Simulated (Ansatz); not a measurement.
Si$_{2}$Mo:
Space group P6₂22 (No. 180); a = 4.585 Å, b = 4.585 Å, c = 6.577 Å, α = 90.00°, β = 90.00°, γ = 120.00°

```tsv
atom	site	symmetry	x	y	z
Si	6j	..2	0.3277	0.1639	0.1667
Mo	3d	222	0.5000	0.0000	0.5000
```

Relaxed at zero pressure with the program Ansatz at the r²SCAN level (PAW).

**Question.** The volume is raised by 3 % and shape and atoms relax at that volume. What pressure results, and how do the axes share the change?

**Answer.** -6.1 GPa; a 1.1 %, b 1.1 %, c 0.9 %; the energy rises by 8 meV/atom.

**Question.** Give the new structure.

**Answer.** 
Space group P6₂22 (No. 180); a = b = 4.633 Å, c = 6.633 Å, α = β = 90.00°, γ = 120.00°

| atom | site | symmetry | x | y | z |
|---|---|---|---|---|---|
| Si | 6j | ..2 | 0.3278 | 0.1639 | 0.1667 |
| Mo | 3d | 222 | 0.5000 | 0.0000 | 0.5000 |

The phase is kept; no other phase was compared at this pressure.

Space group P6_222. The first step of the workflow began from a Materials Project structure, measured or hypothetical; the Crystallography Open Database copy checked does not list it. It is not the phase usual at ambient conditions (space group No. 139). Symmetry was held in the r²SCAN relaxation; phonons on a q-mesh show no instability. No spin polarisation was allowed.

Potentials: the earlier of the program's two PAW sets.
